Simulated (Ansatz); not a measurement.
# Ta₃H₈ (Pm-3m)

The calculation used Ansatz, DFT PBE, scalar-relativistic, plane waves, PAW.

Settings: cutoff 420 eV, Γ-centred mesh 8×8×8 on the computed 11-atom cell, Gaussian smearing of 0.10 eV; no spin polarisation.

The structure is relaxed at this level of theory with its symmetry kept, and needn't be the ground state of this composition.

```
Ta H
1.0
     4.39753    0.00000    0.00000
     0.00000    4.39753    0.00000
     0.00000    0.00000    4.39753
Ta H
3 8
Direct
  0.50000 0.00000 0.00000
  0.00000 0.50000 0.00000
  0.00000 0.00000 0.50000
  0.73282 0.73282 0.73282
  0.26718 0.26718 0.73282
  0.26718 0.73282 0.26718
  0.73282 0.26718 0.26718
  0.73282 0.73282 0.26718
  0.26718 0.26718 0.26718
  0.73282 0.26718 0.73282
  0.26718 0.73282 0.73282
```

Problem. Formation energy from the elements' standard states (uncorrected)?

Solution. -0.104 eV/atom.

Problem. Kohn–Sham band gap?

Solution. none (metal).

Problem. Density of states at the Fermi level?

Solution. 2.6 states/eV per cell.

Problem. Orbital (Löwdin) character within 0.5 eV of the Fermi level?

Solution. Ta 5d 94 %.

Spin-orbit coupling is left out, which matters for the bands of heavy elements.

The cell was found from a structure generator's guess, not taken from experiment. Löwdin shares on free-atom orbitals overweight diffuse shells.
